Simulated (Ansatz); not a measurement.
SiBi₂O₅:
```
SiBi2O5
1.0
    7.57541    -2.74110     0.00000
    7.57541     2.74110     0.00000
    0.00000     0.00000     5.30615
Si Bi O
2 4 10
Cartesian
  7.57541  -0.99116   3.97961
  7.57541   0.99116   1.32654
  5.07336  -1.55297   1.32654
 10.07747   1.55297   3.97961
 10.07747  -1.55297   1.32654
  5.07336   1.55297   3.97961
  3.78103   0.00000   0.00000
 11.36980   0.00000   2.65307
 11.36980   0.00000   0.00000
  3.78103   0.00000   2.65307
  6.18324  -1.79360   3.97961
  8.96759   1.79360   1.32654
  8.96759  -1.79360   3.97961
  6.18324   1.79360   1.32654
  7.57541   0.00000   0.00000
  7.57541   0.00000   2.65307
```

Relaxed with r²SCAN. The program Ansatz at the r²SCAN level (PAW) gives a gap of 3.29 eV.

### Question
What gap does HSE06 give on the same cell (Ansatz, PAW)?

### Answer
4.03 eV, 0.74 eV more. The hybrid was solved on a coarser mesh and at special points; its gap is the smallest among all of these.

Cost on shared cores: the r²SCAN run (SCF on a 6×6×5 mesh, then bands and DOS) very roughly 8 core-minutes, the HSE06 run (SCF on 3×3×3, then a few points) very roughly 4 core-minutes; the tasks are unlike.

Space group Cmcm. The start of the workflow was typed in or built on a structure type; neither database checked (COD, Materials Project) lists it. Its standing as an ambient phase is unchecked. Symmetry was held in the r²SCAN relaxation; its stability against distortions is not shown here. Spin–orbit coupling is left out wherever it is not named.

Potentials: the earlier of the program's two PAW sets.
